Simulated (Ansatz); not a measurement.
This ZrAl₅N₆ structure is the end of a relaxation. The cell was found from a structure generator's guess, not taken from experiment.

The calculation used DFT PBE, scalar-relativistic, plane waves, PAW (Ansatz). Cutoff 420 eV, Γ-centred mesh, Gaussian smearing, no spin polarisation.

```cif
data_structure
_symmetry_space_group_name_H-M 'P 1'
_symmetry_Int_Tables_number 1
_cell_length_a 2.9366
_cell_length_b 2.9366
_cell_length_c 14.6207
_cell_angle_alpha 90.000
_cell_angle_beta 90.000
_cell_angle_gamma 120.000
_cell_volume 109.19
loop_
_atom_site_label
_atom_site_type_symbol
_atom_site_fract_x
_atom_site_fract_y
_atom_site_fract_z
_atom_site_occupancy
Zr1 Zr 0.00000 0.00000 0.00000 1
Al1 Al 0.66667 0.33333 0.17896 1
Al2 Al 0.33333 0.66667 0.33966 1
Al3 Al 0.00000 0.00000 0.50000 1
Al4 Al 0.66667 0.33333 0.66034 1
Al5 Al 0.33333 0.66667 0.82104 1
N1 N 0.66667 0.33333 0.89774 1
N2 N 0.33333 0.66667 0.10226 1
N3 N 0.00000 0.00000 0.25970 1
N4 N 0.66667 0.33333 0.41987 1
N5 N 0.33333 0.66667 0.58013 1
N6 N 0.00000 0.00000 0.74030 1
```

Formation energies are uncorrected and refer to the elements' standard structures at the same level (N₂ as a molecule).

Problem. What space group does it have?

Solution. P-3m1 (No. 164), with Zr and Al ordered on rock salt sites. Conventional cell: a = 2.937 Å, c = 14.621 Å. Zr has 6 N at 2.26 Å, 6 Zr at 2.94 Å and 6 Al at 3.12 Å; Al on a site of symmetry 3m is surrounded by 6 N at 2.03–2.07 Å, 9 Al at 2.90–2.94 Å and 3 Zr at 3.12 Å; Al on a second site of symmetry 3m is surrounded by 6 N at 2.06 Å; around N on its first site lie 3 Al at 2.03 Å and 3 Zr at 2.26 Å; 3 more sites not described.

Problem. How far does it lie from the elements in energy?

Solution. −1.19 eV/atom. Whether it is stable depends on the other phases of the system, which aren't compared here.

Problem. Is it a metal?

Solution. Yes, bands cross the Fermi level on the 12×12×4 mesh, though with few states there, as in a semimetal.

The last run used a 12×12×4 mesh (in the run's order of axes) for its 12-atom cell and Gaussian smearing of 0.10 eV. Symmetry constrained the relaxation, so the result can be a saddle point.
